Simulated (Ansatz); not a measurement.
Relaxation of a relaxed ZrO2 cell shaken by Gaussian noise of σ = 0.08 Å a coordinate; 12 atoms in the cell, which starts as P1 (No. 1), aP12; a = 5.0502 Å, b = 5.0705 Å, c = 5.2569 Å, α = 90.00°, β = 90.00°, γ = 90.00°. Level of theory: PBEsol (plane waves to 420 eV, PAW, scalar-relativistic; Ansatz, a quantum-chemistry and plane-wave program). Γ-centred k-mesh 4×4×4 on the run's cell (coarser than for final values), Fermi–Dirac smearing 0.05 eV. This is the first round of the run. 

The optimiser's lines from the output (shortened; P is positive under compression):

```
relax step   1: F+E_penalty+E_count = -21022.02524240 eV  Δ(F+E_penalty+E_count) = +0.000e0 eV  max|allowed force component| = 3.601e0 eV/Å  Δτ_max = 0.0000 Å  P = +3.609 GPa  Ω = 134.612 Å³  (10 SCF iters, dr2 threshold 1.00e-7 eV, accepted)
relax step   2: F+E_penalty+E_count = -21022.77069648 eV  Δ(F+E_penalty+E_count) = -7.455e-1 eV  max|allowed force component| = 1.079e0 eV/Å  Δτ_max = 0.1958 Å  P = +0.218 GPa  Ω = 135.236 Å³  (8 SCF iters, dr2 threshold 1.20e-6 eV, accepted)
relax step   3: F+E_penalty+E_count = -21023.00456048 eV  Δ(F+E_penalty+E_count) = -2.339e-1 eV  max|allowed force component| = 9.361e-2 eV/Å  Δτ_max = 0.0855 Å  P = -0.207 GPa  Ω = 134.762 Å³  (7 SCF iters, dr2 threshold 1.20e-6 eV, accepted)
relax step   4: F+E_penalty+E_count = -21023.00616014 eV  Δ(F+E_penalty+E_count) = -1.600e-3 eV  max|allowed force component| = 2.984e-2 eV/Å  Δτ_max = 0.0132 Å  P = +0.015 GPa  Ω = 134.534 Å³  (5 SCF iters, dr2 threshold 5.48e-7 eV, accepted)
relax step   5: F+E_penalty+E_count = -21023.00630968 eV  Δ(F+E_penalty+E_count) = -1.495e-4 eV  max|allowed force component| = 2.412e-3 eV/Å  Δτ_max = 0.0077 Å  P = -0.004 GPa  Ω = 134.596 Å³  (5 SCF iters, dr2 threshold 5.56e-8 eV, accepted)
relax step   6: F+E_penalty+E_count = -21023.00622881 eV  Δ(F+E_penalty+E_count) = +8.087e-5 eV  max|allowed force component| = 2.420e-3 eV/Å  Δτ_max = 0.0000 Å  P = +0.003 GPa  Ω = 134.596 Å³  stress off target by 1.08e-2 GPa  SCF on the basis re-selected at this cell (its energy is not comparable with the rows above)  (6 SCF iters)
```

From the first to the last row the energy changes by -0.08 eV/atom and the volume by 0.0 %. The last row is marked as not comparable with the walk above it, whose basis was carried along; it does compare with step 1, since both stand on a basis selected at the nominal cutoff for their own cell.

Later rounds, restarted from the end of this one on a renewed k-mesh, logged 2 more steps and released under 1 meV/atom more. The final structure after all rounds: Pca2₁ (No. 29), oP12; a = 5.257 Å, b = 5.050 Å, c = 5.070 Å, α = β = γ = 90.00°. No spin polarisation in the result.

The first start was generated by placing the elements on the sites of a structure type. A measured structure of ZrO2 has the same space group, Pca2₁ (No. 29); the sites were not compared with it. Another known form has space group No. 14.
